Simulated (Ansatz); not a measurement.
Al2O3: what each run costs

Cell: 10 atoms, space group R-3c, a = 5.130 Å, b = 5.130 Å, c = 5.130 Å, α = 55.29°, β = 55.29°, γ = 55.29°.

All runs are DFT with Ansatz 0.2.0 on 1 thread of Arm Neoverse V1 (aarch64; 8 cores open to the job, memory cap 3.0 GiB, no GPU), a shared host.

Q: Rank the runs by wall time, shortest first.
A. dielectric tensor by linear response, PBE, 420 eV, 5×5×5 k-points, fixed occupations
B. core holes on 2 sites, PBE, 420 eV, 3×3×3 k-points, fixed occupations, 40 atoms
C. relaxation of the ions, PBE, 420 eV, 5×5×5 k-points, smearing 0.02 eV

A: C (9.1 s, 0.37 GiB), A (63 s, 0.63 GiB), B (4.9 min, 1.1 GiB).
